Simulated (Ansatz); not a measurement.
Relaxed-ion elastic tensor of C8H4N6PtZn in space group Pmmm (No. 47; Pearson symbol oP20) in GPa (Voigt order), plane-wave PAW PBE+D3(BJ) (Ansatz code); density 1.86 g/cm³, 19.89 Å³ per atom.

```
36.3  17.3  16.6   0.0   0.0   0.0
17.3  59.7  50.4   0.0   0.0   0.0
16.6  50.4  58.0   0.0   0.0   0.0
 0.0   0.0   0.0  22.5   0.0   0.0
 0.0   0.0   0.0   0.0  -0.5   0.0
 0.0   0.0   0.0   0.0   0.0  -0.1
```

Question: Is the crystal mechanically stable?

Answer: On the edge, within the error: the smallest eigenvalue of C is -0.5 GPa.

A made-up cell: these elements were put on the sites of a structure type; neither database checked (COD, Materials Project) lists it. Whether it is the stable phase at ambient conditions was not checked. The cell was relaxed with PBE+D3(BJ) under the symmetry of its start; whether a distortion lowers the energy is not shown. The run is not spin-polarised. Scalar-relativistic: spin–orbit coupling is off unless named, which matters more the heavier the elements.

Potentials: the later of the program's two PAW sets.
